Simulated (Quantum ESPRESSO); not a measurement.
```cif
data_O16Ti8
_chemical_formula_sum 'O16 Ti8'
_space_group_name_H-M_alt 'C2/m'
_space_group_IT_number 12
_space_group_name_Hall '-C 2y'
_cell_length_a 12.30715
_cell_length_b 3.76694
_cell_length_c 6.61621
_cell_angle_alpha 90.000
_cell_angle_beta 106.945
_cell_angle_gamma 90.000
loop_
_space_group_symop_operation_xyz
  'x, y, z'
  '-x, -y, -z'
  '-x, y, -z'
  'x, -y, z'
  'x+1/2, y+1/2, z'
  '-x+1/2, -y+1/2, -z'
  '-x+1/2, y+1/2, -z'
  'x+1/2, -y+1/2, z'
loop_
_atom_site_label
_atom_site_type_symbol
_atom_site_symmetry_multiplicity
_atom_site_Wyckoff_symbol
_atom_site_fract_x
_atom_site_fract_y
_atom_site_fract_z
_atom_site_occupancy
O1 O 4 i 0.05835 0.00000 0.36998 1
O2 O 4 i 0.36193 0.00000 0.29340 1
O3 O 4 i 0.13281 0.00000 0.00471 1
O4 O 4 i 0.26349 0.00000 0.65250 1
Ti1 Ti 4 i 0.19529 0.00000 0.28376 1
Ti2 Ti 4 i 0.09993 0.00000 0.71040 1
```
(The calculation used a cell of 12 atoms; values per cell refer to that cell.)

The geometry is that of Materials Project entry mp-554278, symmetrised and not relaxed again.

Q: What does norm-conserving LDA (Quantum ESPRESSO, 84 Ry, no spin-orbit coupling) give for the electronic structure near the Fermi level?

A: The LDA gap is indirect, 2.68 eV, from I to Γ; the smallest direct gap is 2.85 eV. Another conduction extremum on the path lies within 0.02 eV, too close to call. 

This is not the ordinary phase of the substance; no match was found in the copy of COD used, and its stability was not checked.
